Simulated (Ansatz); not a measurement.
An Ansatz input and the part of its output that reports the observables at the nuclei.

The cell is a COD entry, relaxed with PBE at fixed cell and then changed (volume scaled by 1.06, ions relaxed).

```yaml
crystal:
  lattice:
    - [2.0034991701, 1.1567207852, 9.3219772584]
    - [-2.0034991701, 1.1567207852, 9.3219772584]
    - [0.0, -2.3134415704, 9.3219772584]
  atoms:
    - { symbol: Bi, position: [0.5973248577, 0.5973248577, 0.5973248577] }
    - { symbol: Bi, position: [0.4026751423, 0.4026751423, 0.4026751423] }
    - { symbol: Se, position: [0.7954369594, 0.7954369594, 0.7954369594] }
    - { symbol: Se, position: [0.2045630406, 0.2045630406, 0.2045630406] }
    - { symbol: Se, position: [0.0, 0.0, 0.0] }
kpoints:
  mp_grid: { grid: [14, 14, 14] }
scf:
  occupations: { method: fermi_dirac, width: 0.05 }
hamiltonian:
  xc: pbe
  pseudopotentials: { kind: paw }
output:
  forces: true
  stress: true
  populations: true
  efg: { quadrupole_moments_barn: { Bi: -0.516 }, contact_densities: true }
relax:
  f_tol: 0.02
  max_steps: 60
```

```sh
ansatz run input.yaml --threads 1 --pin off --max-ram 3072MiB --backend cpu --events-out ev --progress --plain --runs-dir out
```

The run relaxes the ions first, and the block belongs to the relaxed positions.

Of the output, the block on the nuclei alone is shown; the set-up, the SCF iterations, energies, forces and stress are cut. One atom of each set with nearly equal values is shown.

```
--- PAW observables at the nuclei: V_zz in 10²¹ V/m², potentials from the cell's mean, atoms counted from 1 ---
  atom   1  Bi V_zz =    +1.787794   η = 0.0000   by run symmetry: allowed   C_q = -22.3060 MHz
            electrostatic potential = -17829.913457 V   contact ρ = 17906676.774835 e/Å³
  atom   3  Se V_zz =    +2.656129   η = 0.0000   by run symmetry: allowed
            electrostatic potential = -4713.666223 V   contact ρ = 262896.797396 e/Å³
  atom   5  Se V_zz =    +9.094679   η = 0.0000   by run symmetry: allowed
            electrostatic potential = -4713.798004 V   contact ρ = 262887.698749 e/Å³
```

The relaxation (4 steps) took 2.8 min of wall time (2.8 min of CPU time) and 1.6 GiB at its peak, on 1 thread of Intel Xeon 6975P-C (Granite Rapids) (x86_64; 16 cores open to the job, memory cap 3.0 GiB, no GPU), a shared host with a load of 0.5 a core.

With no gap above 0.1 eV, as in a metal, the gradients converge slowly in k; expect changes of a tenth or more on a denser mesh. Spin–orbit coupling is left out, which shifts gradients on Bi by a few per cent in wide-gap crystals, and can shift them far more where the calculated gap is small or absent, as here. Semilocal functionals make gaps too small and can close them, so the real compound need not be a metal. At this changed cell the PBE pressure is 7 GPa.
